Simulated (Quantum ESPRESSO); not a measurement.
# Where does O sit best among S sites?

Calculated results; nothing here was measured. They come from pw.x of Quantum ESPRESSO 7.5, a plane-wave density functional program, with PseudoDojo standard norm-conserving files (v0.5 for PBE, v0.4.1 for LDA and PBEsol). The cells are made up: elements, strain and atom displacements were drawn at random, and nothing was relaxed. There is no spin polarisation, spin-orbit coupling or dispersion term.

The cell has 8 sites of a zincblende or diamond lattice. Sites 1 to 4 hold Zn Zn Zn Zn; sites 5 to 8 hold X X X X. Cell vectors in Å: (5.457, -0.010, 0.003); (-0.010, 5.520, 0.058); (0.003, 0.058, 5.550). Settings: PBE, cutoff 1143 eV, 4 x 4 x 4 k mesh shifted by half a step, Fermi-Dirac smearing of 0.025 eV.

In each run one of the sites marked X holds O and the others hold S; cell and positions stay the same. E is the free energy of the cell.

```
site of the guest  first shell  mean distance (Å)  E above the lowest (eV)  P (GPa)  force on the guest (eV/Å)
                5          Zn4              2.393                    0.000    -6.05                      0.812
                6          Zn4              2.379                    0.186    -5.75                      0.649
                7          Zn4              2.396                    0.134    -5.85                      0.272
                8          Zn4              2.404                    0.268    -5.56                      0.604
```

A rerun of one of these cells at 1437 eV and k mesh 6 x 6 x 6 moved values by no more than 0.002 eV in the cell's energy, 0.02 GPa in stress and 0.002 eV/Å in force.

## Reading the table

Site 5 is lowest, by 0.134 eV, over three times the rerun's bound. A straight line of energy against the mean distance has a slope of 2.3 ± 7.5 eV/Å, so these few sites cannot settle whether the distance sets the order. The positions are random and not relaxed, so the differences hold for this frozen cell and are not site preferences of a real crystal.